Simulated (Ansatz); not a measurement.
**Structure relaxation, Y**

The start is a generated cell, Y built in the bcc structure type. A full variable-cell relaxation at zero pressure is run with PBEsol (plane waves to 420 eV, PAW, scalar-relativistic; Ansatz, a first-principles code). First-step values are on the input's coarse k-mesh.

Ansatz input (later rounds restart from its end on a renewed k-mesh):
Ansatz 0.2 input:
```yaml
crystal:
  lattice:
    - [-2.022236, 2.022236, 2.022236]
    - [2.022236, -2.022236, 2.022236]
    - [2.022236, 2.022236, -2.022236]
  atoms:
    - { symbol: Y, position: [0, 0, 0] }
basis: { ecutwfc: 420, ecutrho_ratio: 4, xc_grid: 2, fft_grid_basis: typed }
kpoints: { mp_grid: { grid: [11, 11, 11] } }
hamiltonian:
  xc: pbesol
  dispersion: none
  pseudopotentials: { kind: paw }
scf: { occupations: { method: fermi_dirac, width: 0.05 } }
relax: { f_tol: 0.01, max_steps: 100, cell: { stress_tol: 0.02 } }
output: { forces: true, stress: true }
```

| Quantity | Result |
|---|---|
| Outcome | The space group stays Im-3m (No. 229) (the run could not lower it); the end is bcc (W type), with 1 atom in the primitive cell |
| Energy released | 0.01 eV/atom |
| Volume change | -5.2 %, from 33.08 to 31.37 Å³/atom |
| Shortest distances (start → end) | The closest pairs of elements (up to four, under 3.6 Å), start → end: Y–Y 3.50 → 3.44 Å |
| Band gap at the end | zero (metallic) |
| Optimiser moves | 4 |

The end point of the relaxation:

Space group Im-3m (No. 229); a = b = c = 3.9737 Å, α = β = γ = 90.00°

| atom | site | symmetry | x | y | z |
|---|---|---|---|---|---|
| Y | 2a | m-3m | 0.0000 | 0.0000 | 0.0000 |
(The calculation used a cell of 1 atom; values per cell refer to that cell.)

Final values are on a 16×16×16 k-mesh of the relaxed cell. No spin polarisation in the result. A magnetic state may lie lower.

The run could not lose the symmetry of its start.

This is a known allotrope of Y, reached from a generated start. Known forms of Y include space group No. 194.
